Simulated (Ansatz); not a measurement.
The calculation used DFT PBE, scalar-relativistic, plane waves, PAW in Ansatz 0.2.0. Settings of the last relaxation (4-atom cell): 420 eV, 12×12×12 k points, Gaussian smearing of 0.02 eV, no spin polarisation.

The zero of energy is the elements' standard structures at the same level (F₂ as a molecule); no fitted shifts are applied.

Question: Suggest a trial structure for a trigonal semiconductor with formula SiF, with a gap near 0.6 eV, a formation energy near −1.70 eV/atom and a density near 1.8 g/cm³, in a cell of 4 atoms.

Answer: SiF, space group R-3m (No. 166). Si has 1 F at 1.63 Å and 3 Si at 2.40 Å; F is surrounded by 1 Si at 1.63 Å.

```
CELL_PARAMETERS angstrom
1.98493 1.14600 6.29447
-1.98493 1.14600 6.29447
0.00000 -2.29200 6.29447
ATOMIC_POSITIONS crystal
Si 0.18517 0.18517 0.18517
Si 0.81483 0.81483 0.81483
F 0.27136 0.27136 0.27136
F 0.72864 0.72864 0.72864
```

The volume per atom is 21.5 Å³ and the density is 1.8 g/cm³. The formation energy is −1.701 eV/atom. The gap on the 12×12×12 mesh of the 4-atom cell is 0.55 eV.

The structure comes from a proposed guess, relaxed at this level; another structure or a mixture of phases may lie lower. Other answers may fit too; this one was computed.

No dispersion correction is applied, so the spacing and binding between layers, chains or molecules are poorly described. Kohn–Sham gaps at this level usually fall short of measured ones. A later test with randomly moved atoms came back to the same energy, though modes that don't fit the test's cell weren't probed.
